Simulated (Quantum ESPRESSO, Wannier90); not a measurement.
# Wannierisation of ZnSnP₂ (P-4m2)

```
CELL_PARAMETERS angstrom
      4.00390     0.00000     0.00000
      0.00000     4.00390     0.00000
      0.00000     0.00000     5.62318
ATOMIC_POSITIONS crystal
  Zn 0.00000 0.00000 0.00000
  Sn 0.50000 0.50000 0.50000
  P  0.00000 0.50000 0.22706
  P  0.50000 0.00000 0.77294
```

Structure: Materials Project mp-1215429, symmetrised, not relaxed again. Not found in the COD (Crystallography Open Database) copy used; not checked further. Method: PBEsol plane waves in Quantum ESPRESSO 7.5 (PseudoDojo norm-conserving files, 68 Ry, no spin polarisation, no spin-orbit coupling), Bloch states on a 8×8×6 mesh through Γ, Wannier90 4.0.1. Density: 8×8×6 mesh, Gaussian smearing 0.01 Ry. Spin-orbit coupling is left out although heavy elements are present.

Base run: 21 functions from bands 10-42 of the 42 computed, start hydrogen-like Zn: s;p;d; Sn: s;p; P: s;p, centres 0.05 Å off the atoms, frozen window up to 1.98 eV relative to the valence-band maximum, outer window open. Rows change the key named; with other orbitals the number of functions and the frozen window follow, as listed; window edges are relative to the valence-band maximum. The misfit compares interpolated bands with pw.x on a high-symmetry path, for states up to 1.5 eV relative to the valence-band maximum. Converged means that the tolerances were met: symmetric starts can stop on a saddle, which shows as a larger Ω_OD at equal Ω_I and can move the misfit too.

Rows with other orbitals or bands describe another subspace, so their Ω_I can't be set against the base's. Runs that didn't settle are not listed.

```tsv
setting	orbitals	bands	functions	frozen to (eV)	Ω_I (Å²)	Ω_D (Å²)	Ω_OD (Å²)	rms misfit (meV)	worst (meV)	ended
base	Zn spd, Sn sp, P sp	10-42	21	1.98	25.73	0.05	3.89	2.3	39	converged
num_iter = 0 (projection only), orbitals on the atoms	Zn spd, Sn sp, P sp	10-42	21	1.98	25.73	0.12	14.42	2.4	50	no minimisation
start: the same orbitals exactly on the atoms	Zn spd, Sn sp, P sp	10-42	21	1.98	25.73	0.05	3.89	2.3	40	converged
start: SCDM erfc, mu = fit minus three sigma, no disentanglement steps	Zn 3d, Zn 4s, Sn 5s, Sn 5p, P 3s, P 3p	10-42	18	none	53.29	2.87	26.85	7.8	159	converged
start: SCDM erfc with a higher mu, no disentanglement steps	Zn 3d, Zn 4s, Sn 5s, Sn 5p, P 3s, P 3p	10-42	18	none	39.77	0.91	8.81	11	76	converged
```
